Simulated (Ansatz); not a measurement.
# InIrC4N4: from a guess to a relaxed structure

Computed with DFT PBE, scalar-relativistic, plane waves, PAW in Ansatz. Cutoff 420 eV, Gaussian smearing, Γ-centred meshes. Cell and atoms relax first on a coarse mesh and then on a finer one. In between, the cell is made exact in the group found at 0.06 Å. In metals the finer mesh still leaves noise of several meV/atom or more. The steps can't lower the symmetry of their start. Collinear spin, starting moments Ir 1.0 μB; they died out on the coarse mesh, so the last step has no spin.

The guess for InIrC4N4 was made by a generator: stacked square cyanide-bridged sheets (P4/mmm, No. 123). Its size is a rough estimate.

```
CELL_PARAMETERS angstrom
7.33199 0.00000 0.00000
0.00000 7.33199 0.00000
0.00000 0.00000 3.65226
ATOMIC_POSITIONS crystal
In 0.50000 0.50000 0.00000
Ir 0.00000 0.00000 0.00000
C 0.18488 0.81512 0.00000
C 0.81512 0.18488 0.00000
C 0.18488 0.18488 0.00000
C 0.81512 0.81512 0.00000
N 0.29771 0.70229 0.00000
N 0.70229 0.29771 0.00000
N 0.29771 0.29771 0.00000
N 0.70229 0.70229 0.00000
```

Formation energies are uncorrected and refer to the elements' standard structures at the same level (N₂ as a molecule).

Question: What does it relax into?

Answer: The symmetry stays P4/mmm (No. 123). The volume per atom shrinks by 7.1 %, from 19.6 to 18.2 Å³. The shortest distance stays 1.17 Å (C–N). The ratio c/a of the conventional cell changes by a factor of 0.89. Conventional cell: a = 7.451 Å, c = 3.285 Å. In is surrounded by 4 N at 2.12 Å; Ir has 4 C at 1.97 Å; around C lie 1 N at 1.17 Å and 1 Ir at 1.97 Å; N has 1 C at 1.17 Å and 1 In at 2.12 Å.

Space group P4/mmm (No. 123). a = 7.451 Å, b = 7.451 Å, c = 3.285 Å, α = 90.00°, β = 90.00°, γ = 90.00°
```csv
atom,site,symmetry,x,y,z
In,1c,4/mmm,0.5000,0.5000,0.0000
Ir,1a,4/mmm,0.0000,0.0000,0.0000
C,4j,m.2m,0.1874,0.8126,0.0000
N,4j,m.2m,0.2987,0.7013,0.0000
```

Question: How does it come out in energy, and is it a metal?

Answer: The energy over the elements is +0.36 eV/atom. The gap on the 6×6×12 mesh of the 10-atom cell is 0 eV (the bands overlap slightly).

The separate elements lie lower, so it is unstable against them.

The last run used Gaussian smearing of 0.10 eV. These runs have no spin–orbit coupling, which can matter for Ir. The zero gap may come from the functional, which often closes small gaps, or the cell may be a true semimetal. The reference form of C is held partly by dispersion forces, which this level lacks. A later test with randomly moved atoms led to a structure 127 meV/atom lower, so this end is a saddle point or a shallow minimum. In all, the 3 runs took 2.5 min on 1 thread of AMD EPYC 9R45 96-Core Processor (Zen 5), on a shared host.
